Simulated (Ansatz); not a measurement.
With DFT-PBE in the program Ansatz with PAW potentials, AlBN2 in the chalcopyrite structure (I-42d) relaxes to a = 4.104 Å, c = 7.685 Å. Al has 4 nearest neighbours from 1.88 Å (tetrahedral); B has 4 nearest neighbours from 1.62 Å (tetrahedral). Its formation energy from the elements is -1.03 eV/atom, with no fitted shifts.

The Kohn–Sham gap is 2.89 eV (direct). The valence maximum lies at Γ and the conduction minimum at Γ. Electrons at the band edge weigh 0.36, 0.36, 0.44 mₑ (principal values). The hole mass is 0.38, 0.90, 0.90 mₑ (principal values).

An equation-of-state fit gives a bulk modulus of 258 GPa.

The start of the workflow was typed in or built on a structure type; neither database checked (COD, Materials Project) lists it. Whether it is the stable phase at ambient conditions was not checked. Symmetry was held in the PBE relaxation; its stability against distortions is not shown here. The references are the lowest solids computed at this level, not always the standard phases (solids in place of the gases).

Potentials: the earlier of the program's two PAW sets.
